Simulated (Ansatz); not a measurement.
Sr (diamond, Fd-3m) at seven volumes, DFT-r²SCAN in the program Ansatz with PAW potentials, scaled uniformly. One row is withheld.

```
V (Å³/atom)  P (GPa)
-----------  -------
103.950         0.31
107.377         0.20
110.804         0.09
114.230         0.00
117.657            ?
121.084        -0.16
124.511        -0.23
```

Task: Fit the shown pressures and predict the withheld one.

Result: P = (3/2)B₀(x^(7/2) − x^(5/2))[1 + (3/4)(B′ − 4)(x − 1)] with x = (V₀/V)^(2/3). Least squares on the six rows gives V₀ = 114.215 Å³/atom, B₀ = 3.0 GPa, B′ = 2.42. At V = 117.657, x = 0.9804 and P = -0.09 GPa. The run itself gave -0.08 GPa.

The start of the workflow was typed in or built on a structure type; neither database checked (COD, Materials Project) lists it. It is not the phase usual at ambient conditions (space group No. 225). The cell was relaxed with r²SCAN under the symmetry of its start. At this level the phase is mechanically unstable. The volume moved by 28 % from the start of the relaxation.

Potentials: the later of the program's two PAW sets.
